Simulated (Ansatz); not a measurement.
NbSi2, in the lowest among the structures calculated here: P6₂22 (No. 180), hP9; a = b = 4.767 Å, c = 6.576 Å, α = β = 90.00°, γ = 120.00°; Nb 3c (0.500, 0.000, 0.000); Si 6i (0.160, 0.319, 0.000). Level of theory: PBEsol (plane waves to 420 eV, PAW, scalar-relativistic; Ansatz, a first-principles code). Element references, the lowest calculated here: Nb (Im-3m), Si (Fd-3m).

Question: What is the computed formation energy of this P6₂22 form of NbSi2 from the elements (PBEsol)?

Answer: -0.66 eV/atom.

Question: Is it stable against the other phases calculated?

Answer: Yes: the most favourable decomposition, NbSi2 → 0.2 Nb5Si3 + 1.4 Si (Nb5Si3 I4/mcm, Si Fd-3m), costs 0.27 eV/atom.

Question: Over what range of chemical potentials is NbSi2 stable among the phases calculated here? Give the corners of its window as Δμ = μ − μ(element).

Answer: 
| in equilibrium with | Δμ(Nb) (eV) | Δμ(Si) (eV) |
|---|---|---|
| Si | -1.98 | 0.00 |
| Nb5Si3 | -0.83 | -0.57 |

At every corner Σ nΔμ equals the formation energy, about -2.0 eV per formula unit; the corners carry the error of several atoms' energies, a few 0.01 eV.

This is the hull of the energies calculated here, no anion corrections; phases that were not calculated are missing from it. Values are rounded to 0.01 eV/atom. The compounds carry no spin polarisation.
